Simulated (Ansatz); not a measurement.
## V$_{3}$Au: pressure against volume

V$_{3}$Au, Pm-3m, a = 3.870 Å. The structure is a COD entry; whether it is the stable form wasn't checked. Ansatz: r2SCAN, PAW, 500 eV, Γ-centred 12×12×12 mesh on 4 atoms, Gaussian smearing 0.10 eV; collinear spin, largest moment 0.8 μB. Symmetry fixes shape and atoms, so the cell is only scaled; pressure is positive in compression.

| V (Å³/atom) | P (GPa) |
| --- | --- |
| 13.623 | ? |
| 14.058 | 5.54 |
| 14.493 | 0.00 |
| 14.927 | -4.72 |
| 15.362 | -7.95 |

Question: Take V0 = 14.493 Å³/atom, fit the third-order Birch–Murnaghan form to the other rows, and predict the missing pressure.

Answer: With the Eulerian strain f = ½[(V0/V)^(2/3) − 1] and y = P/[3f(1 + 2f)^(5/2)], the form is the line y = B0 + 1.5 B0 (B0′ − 4) f. Rows (f, y): 0.01026, 171.1; -0.00974, 169.7; -0.01904, 153.4. Means f = -0.006173, y = 164.73; Σ(Δf)² = 0.0004483, ΣΔfΔy = 0.2327; the slope is their ratio. y = 167.9 + 519.1 f GPa, so B0 = 167.9 GPa and B0′ = 4 + 2 × (519.1)/(3 × 167.9) = 6.06. At V = 13.623, f = 0.02107, y = 178.84 and P = 12.53 GPa. The run gave 11.60 GPa, so the fit is 0.93 GPa too high, 4.8 % of the span of the series, against an rms of 0.18 GPa on the fitted rows. The row lies outside the fitted range. The records add: the largest moment runs from 0.57 to 1.09 μB along the series.

The largest moment runs from 0.57 to 1.09 μB along the series, so B0 and B0′ hold the change of the moment too.

The state reached may not be the lowest one. Spin–orbit coupling is left out, which can shift energies with elements as heavy as these.

Cost: 5 runs of about 11 core-minutes in all, on Arm Neoverse V2 (shared hosts).